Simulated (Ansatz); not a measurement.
## How the field gradients follow the size of the cell in Sb2Se3

Reference cell: a COD entry whose atoms were relaxed with PBE, the cell held.

Space group Pnma (No. 62); a = 11.7700, b = 3.9620, c = 11.6200 Å.

| site | Wyckoff | site symmetry | x | y | z |
| --- | --- | --- | --- | --- | --- |
| Sb1 | 4c | .m. | 0.0256 | 0.2500 | 0.3284 |
| Sb5 | 4c | .m. | 0.1488 | 0.7500 | 0.0391 |
| Se9 | 4c | .m. | 0.0554 | 0.2500 | 0.8689 |
| Se13 | 4c | .m. | 0.1289 | 0.7500 | 0.4475 |
| Se17 | 4c | .m. | 0.2152 | 0.2500 | 0.1958 |

One atom of each set is listed.

All values are calculated (Ansatz; DFT, PBE, plane waves and PAW, scalar-relativistic, 420 eV cutoff, Γ-centred 3×7×3 k-points, Fermi–Dirac smearing 0.02 eV), not measured.

The cell is scaled uniformly, and the ions keep their fractional positions.

```tsv
V/V₀	Sb1 V_zz (η)	Sb5 V_zz (η)	Se9 V_zz (η)	Se13 V_zz (η)	Se17 V_zz (η)
0.97	-10.77 (0.49)	-14.11 (0.02)	14.69 (0.99)	-26.0 (0.13)	7.43 (0.58)
1.00	?	?	?	?	?
1.02	-10.21 (0.50)	-13.51 (0.01)	15.63 (0.93)	-26.6 (0.12)	7.66 (0.53)
```

**Question.** Fill in the row for V/V₀ = 1.00 (V_zz in 10²¹ V/m²).

**Answer.** Sb1: -10.43 (0.50), Sb5: -13.74 (0.02), Se9: 15.27 (0.95), Se13: -26.4 (0.12), Se17: 7.57 (0.55). Logarithmic slopes d ln|V_zz|/d ln V over the series: Sb1 -1.1, Sb5 -0.9, Se9 1.2, Se13 0.5, Se17 0.6. Point charges on a uniformly scaled lattice would give −1; charge that moves in the bonds makes the difference.

The atoms aren't relaxed in the scaled cells (forces up to 0.25 eV/Å): every bond scales with the cell, where a real crystal would keep its stiff bonds nearly fixed.

Without spin–orbit coupling (the program notes it for Sb) the gradients can shift somewhat, as the gap is small. With these PAW files V_zz is typically within 2 to 3 % of all-electron values, but misses above 10 % occur on Sb.
